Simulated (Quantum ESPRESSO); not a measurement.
## Calculated data, AlZnGaCl₂F₆ (made-up cell, one site empty)

Calculation on a made-up crystal cell, not a measurement, with one named mistake planted (healthy values lack it): periodic Kohn-Sham density functional theory in plane waves with PseudoDojo standard norm-conserving scalar-relativistic pseudopotentials, each functional with its own files (v0.5 for PBE, v0.4.1 for LDA and PBEsol), no spin polarisation, no spin-orbit coupling, atoms not relaxed, stress positive in tension, energies less a fixed whole-eV offset for each atom's element; levels are Kohn-Sham levels at fractions of this cell's reciprocal vectors, counted from the reference band (half the neutral cell's valence electrons, rounded up) at Gamma; error bars cover cutoff and k-mesh only, not smearing or the files; each bar is the largest change over components, and at least 0.002 eV, 0.002 eV per angstrom or 0.02 GPa; a charged cell sits in a uniform background, with energy and stress on this program's zero of potential; no dispersion term; energies are for the whole cell, and the offsets were chosen from early runs and are not element reference energies; a distance is the largest change of any value in units of its error bar (the energy's for the smearing term), a scale change is of lengths, and a coarse mesh keeps the half-step shift; machines and their load varied, so run times do not measure scaling. Program: Quantum ESPRESSO 7.5.

AlZnGaCl₂F₆ (made-up cell, one site empty)

Intended structure:
```
cell vectors (Å)
   4.7217    -0.0435     0.0570
  -0.0435     4.7993    -0.0524
   0.0755    -0.0694     6.2166
atoms (fractions of the cell vectors)
Ga  0.01348 -0.00332  0.00414
Zn  0.50084  0.49949  0.25682
Al  0.49964  0.50301  0.75280
F   0.30582  0.30979  0.00243
F   0.70191  0.69901 -0.00244
F   0.80275  0.18918  0.24775
F   0.19541  0.80334  0.24714
F   0.30550  0.30587  0.50390
Cl  0.68706  0.69705  0.50215
F   0.80680  0.19289  0.75265
Cl  0.19746  0.81382  0.74755
```

- lattice type: rutile, doubled along c
- empty site: 3
- intended functional: pbe
- intended cutoff: 1143 eV
- intended fermi dirac smearing: 0.025 eV
- intended scf tolerance: 1e-07 eV
- intended electrons removed: 0
- healthy free energy less offsets: 32.951 eV
- healthy scf iterations: 11
- healthy smearing term minus ts: 0 eV
- healthy pressure: 11.63 GPa
- healthy stress xx: -13.08 GPa
- healthy stress yy: -10.39 GPa
- healthy stress zz: -11.41 GPa
- healthy stress yz: -3.93 GPa
- healthy stress xz: 5.16 GPa
- healthy stress xy: -3.33 GPa
- healthy reference band: 46
- fault kind: cell scaled
- fault scale change: 1.64 percent
- faulty run command: mpirun -np 4 pw.x -nk 4 -in in
- faulty run processor: Intel Xeon, 2023 or later, virtual cores
- intended k mesh: 5 x 5 x 4, shifted by half a step
- structure shown: as intended, without the mistake
- faulty stress xx: ?
- faulty stress xy: ?
- faulty pressure: ?

Atoms:
| atoms element | atom site | atom energy offset (eV) |
| --- | --- | --- |
| Ga | 1 | -2080 |
| Zn | 2 | -5687 |
| Al | 4 | -64 |
| F | 5 | -677 |
| F | 6 | -677 |
| F | 7 | -677 |
| F | 8 | -677 |
| F | 9 | -677 |
| Cl | 10 | -449 |
| F | 11 | -677 |
| Cl | 12 | -449 |

Healthy forces:
| site | x (eV/Å) | y (eV/Å) | z (eV/Å) |
| --- | --- | --- | --- |
| 1 | -2.452 | 2.005 | 5.055 |
| 2 | -1.734 | -1.864 | -1.724 |
| 4 | 0.703 | -4.729 | 1.303 |
| 5 | 0.428 | 0.445 | -1.116 |
| 6 | -0.591 | -0.592 | -1.013 |
| 7 | 0.627 | -0.56 | -2.103 |
| 8 | -0.452 | 0.468 | -1.61 |
| 9 | 0.122 | 0.044 | 1.838 |
| 10 | 4.253 | 3.709 | 0.579 |
| 11 | -1.237 | 1.319 | 1.585 |
| 12 | 0.334 | -0.246 | -2.793 |

Healthy levels:
| level k point | next band up (eV) |
| --- | --- |
| Gamma | 3.355 |
| (1/2,1/2,1/2) | 4.688 |
| (0.15,0,0) | 3.609 |
| (0,0.15,0) | 3.604 |
| (0,0,0.15) | 3.512 |

Q: Estimate the faulty stress xx of AlZnGaCl₂F₆ (made-up cell, one site empty).
A: -7.267 GPa

Q: Estimate the faulty stress xy of AlZnGaCl₂F₆ (made-up cell, one site empty).
A: -3.251 GPa

Q: What faulty pressure does the calculation give for AlZnGaCl₂F₆ (made-up cell, one site empty)?
A: 5.449 GPa

Further results for AlZnGaCl₂F₆ (made-up cell, one site empty):

* faulty free energy less offsets: 32.58 eV
* faulty scf iterations: 11
* faulty smearing term minus ts: 0 eV
* faulty stress yy: -4.78 GPa
* faulty stress zz: -4.299 GPa
* faulty stress yz: -3.365 GPa
* faulty stress xz: 4.421 GPa
* faulty reference band: 46
* other mistakes compared: 7
* distance from healthy: 366.1 error bars
* distance from nearest other mistake: 415.4 error bars
* healthy error bar energy: 0.003004 eV
* healthy error bar stress: 0.02 GPa
* healthy error bar force: 0.002 eV/Å
* healthy error bar next band up: 0.002 eV
* faulty wall time of scf and band steps on a shared machine: 114.9 s

Faulty forces:
| site | x (eV/Å) | y (eV/Å) | z (eV/Å) |
| --- | --- | --- | --- |
| 1 | -2.173 | 1.739 | 4.598 |
| 2 | -1.558 | -1.661 | -1.35 |
| 4 | 0.6434 | -4.19 | 0.944 |
| 5 | 0.4381 | 0.4404 | -1.075 |
| 6 | -0.5735 | -0.5756 | -0.9895 |
| 7 | 0.603 | -0.5302 | -2.185 |
| 8 | -0.4216 | 0.4367 | -1.731 |
| 9 | 0.3766 | 0.3174 | 1.741 |
| 10 | 3.521 | 3.024 | 0.614 |
| 11 | -1.157 | 1.227 | 1.636 |
| 12 | 0.3009 | -0.2273 | -2.203 |

Faulty levels:
| level k point | next band up (eV) |
| --- | --- |
| Gamma | 3.078 |
| (1/2,1/2,1/2) | 4.362 |
| (0.15,0,0) | 3.325 |
| (0,0.15,0) | 3.318 |
| (0,0,0.15) | 3.23 |
